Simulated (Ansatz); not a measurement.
Na2Au: do energies and stresses tell the same story?

Computed with Ansatz, DFT r2SCAN, scalar-relativistic, plane waves, PAW.

Settings: cutoff 500 eV, Γ-centred mesh 8×8×8 on the computed 6-atom cell, Gaussian smearing of 0.10 eV; no spin polarisation.

Relaxed cell: I4/mcm, a = 7.277 Å, b = 7.277 Å, c = 5.636 Å, α = 90.00°, β = 90.00°, γ = 90.00°, 6 atoms in the primitive cell. Whether it is the stable form of this composition wasn't checked.

Energies at zero smearing and pressures from the stress tensor, at volumes with shape and atoms relaxed:
```
V (Å³/atom) E − E(first) (meV/atom) P (GPa)
     21.887                     0.00     4.39
     22.633                   -17.05     3.05
     23.379                   -28.30     1.90
     24.125                   -34.56     0.89
     24.871                   -36.54    -0.01
     25.617                   -34.80    -0.75
     26.363                   -29.99    -1.33
     27.358                   -19.46    -2.02
```

Check P = −dE/dV between neighbouring volumes, and get the bulk modulus from the pressures alone.

With 1 eV/Å³ = 160.2 GPa:
| middle V (Å³/atom) | −ΔE/ΔV (GPa) | mean P (GPa) |
| --- | --- | --- |
| 22.260 | 3.661 | 3.722 |
| 23.006 | 2.415 | 2.474 |
| 23.752 | 1.345 | 1.392 |
| 24.498 | 0.425 | 0.441 |
| 25.244 | -0.374 | -0.381 |
| 25.990 | -1.033 | -1.044 |
| 26.861 | -1.695 | -1.676 |

The two differ by 0.06 GPa at most. The mean of two end pressures misses the average over a step by about ΔV² P″/12, up to 0.02 GPa here; with that taken off 0.05 GPa remains, from the smearing term (the stress is the derivative of the free energy), the finite cutoff, the mesh or the relaxation's tolerance. Around V = 24.871 Å³/atom, the two neighbours give B = −V ΔP/ΔV = 24.871 × 1.64 / 1.492 = 27.4 GPa, against B0 = 26.1 GPa from the Birch–Murnaghan fit of the energies.

Spin–orbit coupling is left out, which can shift energies with elements as heavy as these.

Cost: 9 runs of about 12 core-minutes in all, on Intel Xeon 6975P-C (Granite Rapids) (shared hosts).